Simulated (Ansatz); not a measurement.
Relaxation of a relaxed Y cell, doubled along one cell vector, shaken by Gaussian noise of σ = 0.08 Å a coordinate; 4 atoms in the cell, which starts as P1 (No. 1), aP4; a = 3.446 Å, b = 6.335 Å, c = 6.510 Å, α = 75.11°, β = 80.94°, γ = 84.08°. The numbers are results of r2SCAN (plane waves to 500 eV, PAW, scalar-relativistic; Ansatz, an electronic-structure program), not measurements. Γ-centred k-mesh 11×11×6 on the run's cell (coarser than for final values), Fermi–Dirac smearing 0.05 eV. This is the first round of the run. 

The optimiser's lines from the output (shortened; P is positive under compression):

```
relax step   1: F+E_penalty+E_count = -15438.03760185 eV  Δ(F+E_penalty+E_count) = +0.000e0 eV  max|allowed force component| = 4.661e-1 eV/Å  Δτ_max = 0.0000 Å  P = +0.382 GPa  Ω = 135.340 Å³  (8 SCF iters, dr2 threshold 1.00e-7 eV, accepted)
relax step   2: F+E_penalty+E_count = -15438.07426883 eV  Δ(F+E_penalty+E_count) = -3.667e-2 eV  max|allowed force component| = 2.587e-1 eV/Å  Δτ_max = 0.1372 Å  P = -0.102 GPa  Ω = 134.925 Å³  (8 SCF iters, dr2 threshold 4.00e-7 eV, accepted)
relax step   3: F+E_penalty+E_count = -15438.09623073 eV  Δ(F+E_penalty+E_count) = -2.196e-2 eV  max|allowed force component| = 7.967e-2 eV/Å  Δτ_max = 0.0505 Å  P = -0.042 GPa  Ω = 135.261 Å³  (6 SCF iters, dr2 threshold 4.00e-7 eV, accepted)
relax step   4: F+E_penalty+E_count = -15438.17752029 eV  Δ(F+E_penalty+E_count) = -8.129e-2 eV  max|allowed force component| = 3.137e-1 eV/Å  Δτ_max = 0.2000 Å  P = +0.126 GPa  Ω = 135.064 Å³  (8 SCF iters, dr2 threshold 3.97e-7 eV, accepted)
relax step   5: F+E_penalty+E_count = -15438.30977450 eV  Δ(F+E_penalty+E_count) = -1.323e-1 eV  max|allowed force component| = 5.200e-1 eV/Å  Δτ_max = 0.2000 Å  P = +0.470 GPa  Ω = 133.334 Å³  (8 SCF iters, dr2 threshold 4.00e-7 eV, accepted)
relax step   6: F+E_penalty+E_count = -15438.51312521 eV  Δ(F+E_penalty+E_count) = -2.034e-1 eV  max|allowed force component| = 4.407e-1 eV/Å  Δτ_max = 0.1949 Å  P = +0.669 GPa  Ω = 131.429 Å³  (8 SCF iters, dr2 threshold 4.00e-7 eV, accepted)
relax step   7: F+E_penalty+E_count = -15438.63633462 eV  Δ(F+E_penalty+E_count) = -1.232e-1 eV  max|allowed force component| = 2.095e-1 eV/Å  Δτ_max = 0.1939 Å  P = +0.670 GPa  Ω = 130.508 Å³  (9 SCF iters, dr2 threshold 4.00e-7 eV, accepted)
relax step   8: F+E_penalty+E_count = -15438.66115740 eV  Δ(F+E_penalty+E_count) = -2.482e-2 eV  max|allowed force component| = 1.711e-2 eV/Å  Δτ_max = 0.0743 Å  P = -0.283 GPa  Ω = 133.844 Å³  (8 SCF iters, dr2 threshold 4.00e-7 eV, accepted)
relax step   9: F+E_penalty+E_count = -15438.66315699 eV  Δ(F+E_penalty+E_count) = -2.000e-3 eV  max|allowed force component| = 2.545e-3 eV/Å  Δτ_max = 0.0080 Å  P = +0.007 GPa  Ω = 132.793 Å³  (5 SCF iters, dr2 threshold 4.00e-7 eV, accepted)
relax step  10: F+E_penalty+E_count = -15438.66319364 eV  Δ(F+E_penalty+E_count) = -3.665e-5 eV  max|allowed force component| = 2.676e-4 eV/Å  Δτ_max = 0.0011 Å  P = +0.001 GPa  Ω = 132.816 Å³  (8 SCF iters, dr2 threshold 3.51e-9 eV, accepted)
relax step  11: F+E_penalty+E_count = -15438.66451424 eV  Δ(F+E_penalty+E_count) = -1.321e-3 eV  max|allowed force component| = 2.668e-4 eV/Å  Δτ_max = 0.0000 Å  P = -0.003 GPa  Ω = 132.816 Å³  stress off target by 1.41e-2 GPa  SCF on the basis re-selected at this cell (its energy is not comparable with the rows above)  (7 SCF iters)
```

From the first to the last row the energy changes by -0.16 eV/atom and the volume by -1.9 %. The last row is marked as not comparable with the walk above it, whose basis was carried along; it does compare with step 1, since both stand on a basis selected at the nominal cutoff for their own cell.

Later rounds, restarted from the end of this one on a renewed k-mesh, logged 3 more steps and released under 0.01 eV/atom more. The final structure after all rounds: Fm-3m (No. 225), cF4, fcc (Cu type); a = 5.101 Å, b = 5.101 Å, c = 5.101 Å, α = 90.00°, β = 90.00°, γ = 90.00°. Between re-selections the logged energies stand on a plane-wave basis carried along with the cell. No spin polarisation in the result.

The relaxed structure here is a generated cell of Y: the first start was made by placing the elements on the sites of a structure type, and the end was not matched to a known phase here, so it may be hypothetical. Known forms of Y include space group No. 194.
